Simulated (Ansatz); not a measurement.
ZnS (zinc blende)

```
ZnS
1.0
    0.00000     2.69456     2.69456
    2.69456     0.00000     2.69456
    2.69456     2.69456     0.00000
S Zn
1 1
Direct
  0.75000   0.75000   0.75000
  0.00000   0.00000   0.00000
```

Equation-of-state scan: isotropic scaling of the cell above, V₀ being its volume. Symmetry pins the atoms to their sites.

These are r2SCAN (plane waves to 500 eV, PAW, scalar-relativistic; Ansatz, an electronic-structure program) values and carry that method's errors. k mesh 11×11×11 (Γ-centred), Fermi-Dirac smearing 0.05 eV. Compression counts positive. ZnS was relaxed with its symmetry unable to fall.

At one point of the scan the stress tensor (GPa) is:

```
   -3.7      0.0      0.0
    0.0     -3.7      0.0
    0.0      0.0     -3.7
```

Problem. Which point is it?
A) V/V₀ = 1.160
B) V/V₀ = 1.027
C) V/V₀ = 1.133
D) V/V₀ = 1.053

Solution. D, V/V₀ = 1.053

(Under strain, the slope of the energy per volume gives the stress and its curvature an elastic modulus.)
